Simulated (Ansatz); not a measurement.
SrVO₃ (cubic perovskite, space group No. 221) at seven volumes, DFT-PBEsol in the program Ansatz with PAW potentials, scaled uniformly. One row is withheld.

```csv
V (Å³/atom),P (GPa)
10.061,23.24
10.393,14.19
10.724,?
11.056,-0.02
11.388,-5.56
11.719,-10.26
12.051,-14.26
```

Fit the shown pressures and predict the withheld one.

Third-order Birch–Murnaghan: P = (3/2)B₀(x^(7/2) − x^(5/2))[1 + (3/4)(B′ − 4)(x − 1)] with x = (V₀/V)^(2/3). Least squares on the six rows gives V₀ = 11.055 Å³/atom, B₀ = 200.1 GPa, B′ = 4.43. At V = 10.724, x = 1.0205 and P = 6.51 GPa. The run itself gave 6.51 GPa.

Space group Pm-3m (cubic perovskite). Symmetry was held in the PBEsol relaxation. The workflow began spin-polarised and lost its moments. No Hubbard U is applied.

Potentials: the later of the program's two PAW sets.
